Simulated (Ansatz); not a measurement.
Here is the system:

BP (zinc blende, space group No. 216), a = b = c = 4.520 Å, α = β = γ = 90.00°; the cell used has 2 atoms.

This is the PBEsol-relaxed structure.

### Question
All from PBEsol in the plane-wave PAW code Ansatz, unless another level is named. Predict the formation energy from the elements (no fitted shifts).

### Answer
-0.44 eV/atom.

### Question
And the hole effective mass, band 2 of 3 at the edge?

### Answer
0.25 along [100], 0.25 along [110], 0.63 along [111] (mₑ).

### Question
What about the valence-band maximum?

### Answer
at Γ.

Space group F-43m (zinc blende). The PBEsol relaxation kept the symmetry of its start. The references are the lowest solids computed at this level, not always the standard phases.

Potentials: the earlier of the program's two PAW sets. The files were generated under PBE; for other functionals the program regenerates the frozen cores, and for LDA and PBEsol the local potential too.

Edges and masses are those of Kohn–Sham bands, whose gap is no quasiparticle gap.
